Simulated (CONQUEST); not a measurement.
Consider a self-consistent single point of BaTiO3 (Pm-3m, 5 atoms in the cell; from Materials Project mp-2998, changed as shown).

```yaml
crystal:
  lattice:
    - [3.99272, 0.00000, 0.00000]
    - [0.00000, 3.99272, 0.00000]
    - [0.00000, 0.00000, 3.99272]
  atoms:
    - { symbol: Ba, position: [0.50000, 0.50000, 0.50000] }
    - { symbol: Ti, position: [0.00000, 0.00000, 0.00000] }
    - { symbol: O, position: [0.50000, 0.00000, 0.00000] }
    - { symbol: O, position: [0.00000, 0.50000, 0.00000] }
    - { symbol: O, position: [0.00000, 0.00000, 0.50000] }
```

Computed with PBE, numerical atomic orbitals double-zeta with polarisation (the shipped basis), PseudoDojo norm-conserving potentials made for PBE run with CONQUEST.

CONQUEST settings:

```
key                                             value
---------------------  ------------------------------
basis                                             DZP
Diag.MPMeshX, Y, Z                              6 6 6
potentials             PseudoDojo norm-conserving PBE
Grid.GridCutoff                                175 Ha
DM.SolutionMethod                              diagon
Diag.kT                                   0.000367 Ha
Diag.GammaCentred                                true
minE.SCTolerance                              1.0e-06
SC.MaxIters                                       100
SC.LinearMixingFactor                             0.5
SC.KerkerPreCondition                            true
SC.KerkerFactor                            0.1 1/bohr
AtomMove.TypeOfRun                             static
```

Results:

- Number of valence electrons = 40
- Number of bands = 72
- Number of k-points after the program's reduction = 154
- Size of the basis = 72
- Number of SCF iterations = 9
- FFT grid = 48 × 48 × 48
- Free energy E − TS = -3737.4495 eV
- Top of the valence band (on the code's own zero) = -10.04 eV
- Gap on the k-point mesh = 1.67 eV
- Pressure = 5.71 GPa

Gaps are taken between levels on the mesh.

For comparison: a first run was changed to give this one (lattice scaled by 0.98), and from it to this one the free energy rises by 1.2 meV/atom, the pressure goes from -4.03 to 5.71 GPa and the gap on the mesh goes from 1.557 to 1.674 eV.

The program uses no crystal symmetry, so grid and mesh can part values that symmetry would make equal. The atom-centred basis is finite, which shifts total energies, pressures and gaps against plane waves. The structure comes from a collection of computed structures, made at another level of theory; the collection holds predicted forms beside known ones. Its lattice was then scaled.

Cost on one core: roughly 3 core-minutes.
